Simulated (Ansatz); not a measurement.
Here is the system:

Relaxed Na (bcc, W type):

```xyz
2
Lattice="-4.2223 4.2223 4.2223 0.0000 0.0000 4.2223 0.0000 4.2223 0.0000" Properties=species:S:1:pos:R:3 pbc="T T T"
Na     0.0000     0.0000     0.0000
Na    -2.1111     6.3334     6.3334
```

The atoms are displaced by Q × the pattern below (from a DFPT mode at H = (0.5, 0.5, 0.5), largest move 1; Q in Å), at fixed cell. It is one choice among 3 degenerate patterns. (q is in reciprocal vectors of the primitive cell; the cell shown is doubled to hold the pattern.)

```csv
atom,x,y,z
Na1,0.000,0.000,-1.000
Na2,0.000,0.000,1.000
```

Calculation: r2SCAN (plane waves to 500 eV, PAW, scalar-relativistic; Ansatz, a first-principles code). k mesh 16×16×16 (Γ-centred), Fermi-Dirac smearing 0.05 eV. The energy includes the smearing's −TS. With partly filled bands, energies and forces of such displacements shift with the k mesh and the smearing. Na was relaxed with its symmetry unable to fall. The PAW data are Ansatz's earlier set. The zero of ΔE is the undisplaced structure.

The scan covers Q from -0.100 to 0.100 Å in 13 points.

Which space group does the distorted structure have?

P4/nmm (No. 129), lowered from Im-3m.

Is this a single well or a double well?

A single well with its minimum at or next to zero displacement.

What is the energy change at Q = 0.100 Å?

14.3 meV/cell.

What harmonic wavenumber does the curvature at Q = 0 give?

130 cm⁻¹.

(For displaced atoms, the force is minus the slope of the energy, and its curvature is a force constant, which sets phonon frequencies.)
